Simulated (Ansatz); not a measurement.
K2GaAgF6:
```xyz
10
Lattice="0.0000 4.2539 4.2539 4.2539 0.0000 4.2539 4.2539 4.2539 0.0000" Properties=species:S:1:pos:R:3 pbc="T T T"
K      2.1269     2.1269     2.1269
K      6.3808     6.3808     6.3808
Ga     0.0000     0.0000     0.0000
Ag     4.2539     4.2539     4.2539
F      4.2539     4.2539     1.8890
F      4.2539     4.2539     6.6187
F      1.8890     4.2539     4.2539
F      6.6187     4.2539     4.2539
F      4.2539     1.8890     4.2539
F      4.2539     6.6187     4.2539
```

Relaxed with r²SCAN.

**Question.** Map the electron localisation function on the plane through (0.250, 0.250, 0.250) spanned by u = [1, 0, 0] and v = [-1, 1, 1] in lattice vectors, from the program Ansatz at the r²SCAN level (PAW).

**Answer.** x is the fraction of u, y of v (the angle between them is 90°; rows are the nearest grid lines); atoms in the plane: K at (0.00, 0.00), K at (0.00, 0.50), Ga at (0.50, 0.75), Ag at (0.50, 0.25), F at (0.50, 0.97), F at (0.50, 0.53).
```
|5688873112578876788752113788865|
|8888862112578865688752112688888|
|8888741111467877787641111478888|
|7763111111123455543211111113577|
|1111111111112221222111111111111|
|0001111111121111111211111111000|
|0011111111121109011211111111100|
|1001111111122111112211111111001|
|3321111111111222221111111111233|
|8887411111246778776421111147888|
|8888741111467877787641111478888|
|6788873112578764688752113788876|
|6788873111467888887641113788876|
|8888751111122344432211111478888|
|8887521111111111111111111257888|
|3321111111123344433211111111233|
|1000111112245666665422111110001|
|0001111112346788876432111111000|
|0000111112345678765432111110000|
|1111111111234556554321111111111|
|7764211111111222221111111124677|
|8888741111122344432211111578888|
|8888862111246777776421112688888|
|5688873112578876788752113788865|
```
Scale: ten equal steps from -0.105 (start of '0') to 1.00 (end of '9'), in the order '0123456789'; x runs from 0.000 to 1.00, y from 0.000 (bottom) to 1.00 (top).

The density is the valence pseudo-density with augmentation charge, so density and ELF within about 1 Å of a nucleus are not all-electron values.

Space group Fm-3m. The first step of the workflow began from a Materials Project structure, measured or hypothetical; the Crystallography Open Database copy checked does not list it. Its standing as an ambient phase is unchecked. The r²SCAN relaxation kept the symmetry of its start; whether a distortion lowers the energy is not shown. The run is not spin-polarised.

Potentials: the later of the program's two PAW sets.
